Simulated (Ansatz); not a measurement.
**HgP in the zincblende structure**

Method: r²SCAN, scalar-relativistic; no spin polarisation; PAW, 500 eV, Γ-centred 10×10×10 mesh, 0.05 eV Gaussian smearing; code Ansatz. The datasets are Ansatz's generated set soft_2.

```xyz
2
Lattice="0.0000 2.9115 2.9115 2.9115 0.0000 2.9115 2.9115 2.9115 0.0000" Properties=species:S:1:pos:R:3 pbc="T T T"
Hg    0.0000    0.0000    0.0000
P     1.4558    1.4558    1.4558
```

This is a trial structure made by placing the elements on a prototype's sites, so it needn't be the stable form.

Cell and atoms are those of this level's equilibrium.

Path: Γ–X–U | K–Γ–L–W–X, with Γ = (0.000, 0.000, 0.000), X = (-0.500, -0.500, 0.000), U = (-0.375, -0.375, 0.250), K = (-0.375, 0.000, 0.375), L = (0.000, 0.000, 0.500), W = (-0.500, -0.250, 0.250) in reciprocal vectors of the calculation's cell.

Is it a metal or an insulator, and if it has a gap, where are the band edges on this path?

A metal: bands cross the Fermi level.

Bands as a text map, energy in eV from the Fermi level (dashes), each leg drawn with the same width:
```
  5.57 | *           *                        ****      
  5.14 |  *         *                       **   **     
  4.71 |   **      *                              **    
  4.29 |   * **  **  ******                *        **  
  3.86 |    *********      *              *          ***
  3.43 |  *                 *            *              
  3.00 |                     *    ****  *               
  2.57 | *                       *    **                
  2.14 |                      * *                       
  1.71 |*                    ****                       
  1.29 | *                  * * ***                     
  0.86 | **                * *     *                    
  0.43 |                  *         *****               
  0.00 |---*-------------*--**---*------***-------------
 -0.43 |  * *                            * *            
 -0.86 |     *        ***  *      *       * *           
 -1.29 |   *  ********      *                *        **
 -1.71 |        ***       *                *  ********  
 -2.14 |           ***** *         *        *******     
 -2.57 |    *           *  *                            
 -3.00 |                                                
 -3.43 |     *            *         *                   
 -3.86 |                                                
 -4.29 |      *          *           *                  
 -4.71 |                *                   *           
 -5.14 |       *********              ****** ***********
 -5.57 |           *****                     *******    
 -6.00 |       ****     *              ******       ****
        Γ      X      UK       Γ       L       W       X
```

The calculation's cell holds 25 valence electrons, an odd number. Without magnetic order each band takes two, so one stays part-filled and the crystal must be a metal.

Run time: 28 s on 2 threads of Arm Neoverse V2 (shared host), peak memory 0.48 GiB.

Spin–orbit coupling, which matters for such heavy elements, is left out. Spin polarisation wasn't tried.
